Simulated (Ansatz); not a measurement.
**Zone-centre modes in Al2O3**

The calculation used Ansatz, DFT LDA, scalar-relativistic, plane waves, PAW. The runs took a 420 eV cutoff, a Γ-centred 10×10×4 mesh and Gaussian smearing (0.05 eV). No spin polarisation.

Zero of the scan (relaxed at this level; this form isn't the usual structure):

```
CELL_PARAMETERS angstrom
1.31996 -4.39453 0.00000
1.31996 4.39453 0.00000
0.00000 0.00000 6.85044
ATOMIC_POSITIONS crystal
Al 0.00000 0.00000 0.50000
Al 0.24756 0.75244 0.75000
Al 0.75244 0.24756 0.25000
Al 0.00000 0.00000 0.00000
O 0.63612 0.36388 0.92352
O 0.89582 0.10418 0.75000
O 0.36388 0.63612 0.07648
O 0.36388 0.63612 0.42352
O 0.10418 0.89582 0.25000
O 0.63612 0.36388 0.57648
```

Harmonic modes by finite displacements of 0.02 Å, without the LO–TO term.

(1) At this geometry, is the structure stable against these modes?

(2) List the wavenumbers in cm⁻¹.

Answers

(1) Yes: no mode is imaginary beyond 10 cm⁻¹, and only the three translations lie near zero.

(2) 0, 0, 0, 66, 106, 178, 231, 237, 322, 323, 368, 375, 383, 414, 428, 434, 496, 511, 527, 533, 539, 572, 608, 611, 624, 643, 654, 721, 732, 766.

Cost: 1 run of about 1.7 core-minutes, on AMD EPYC 9R45 (Zen 5) (shared hosts).